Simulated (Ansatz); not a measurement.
This run works on a proposed trial structure, not on a known crystal.

Input and command of a plane-wave DFT calculation in Ansatz:

```yaml
crystal:
  lattice:
    - [-1.6527134657, 1.6527134657, 9.4638259281]
    - [1.6527134657, -1.6527134657, 9.4638259281]
    - [1.6527134657, 1.6527134657, -9.4638259281]
  atoms:
    - { symbol: Ta, position: [0.7935141149, 0.7935141149, 0.0] }
    - { symbol: Ta, position: [0.2064858851, 0.2064858851, 0.0] }
    - { symbol: Nb, position: [0.6178140149, 0.6178140149, 0.0] }
    - { symbol: Nb, position: [0.3821859851, 0.3821859851, 0.0] }
    - { symbol: Nb, position: [0.0, 0.0, 0.0] }
    - { symbol: B, position: [0.5, 0.5, 0.0] }
basis:
  ecutwfc: 420
kpoints:
  mp_grid: { grid: [14, 14, 14] }
hamiltonian:
  xc: pbe
scf:
  occupations: { method: gaussian, width: 0.1 }
output:
  forces: true
  stress: true
  eigenvalues: true
relax:
  adjacent_minimum: "off"
  f_tol: 0.01
  max_steps: 30
  cell: { stress_tol: 0.1, fix: [volume] }
```

```bash
ansatz run input.yaml --threads 1 --pin off --max-ram 2560MiB --backend cpu --events-out ev --progress --plain --runs-dir out
```

Processor: Intel(R) Xeon(R) 6975P-C (Granite Rapids), 1 thread, on a host shared with other jobs.

Q: Estimate time, memory and problem size.

A: About 99 s, peak memory 0.98 GiB. It solves 41 bands at 244 k points (after reduction by symmetry) with about 2043 plane waves, in 26 SCF iterations over 4 ionic steps.
